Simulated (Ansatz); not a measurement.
System: Pb (fcc type), 1 atom in the cell.

The calculation used Ansatz 0.2.0 development build, PBE with spin–orbit coupling, plane waves, norm-conserving pseudopotentials.

Cutoff 762 eV; k-mesh 4×4×4 Γ-centred; Fermi–Dirac smearing of 0.15 eV.

```
Pb
1.0
     0.00000    2.51980    2.51980
     2.51980    0.00000    2.51980
     2.51980    2.51980    0.00000
Pb
1
Direct
  0.00000 0.00000 0.00000
```

Question: Is the cell under compression or tension, and by how much?

Answer: The pressure is 0.69 GPa, so at these settings the cell is compressed and would expand.

The stress includes the program's correction for the finite plane-wave basis.

The k-mesh is coarse, so these values belong to this mesh and can lie far from the converged ones.
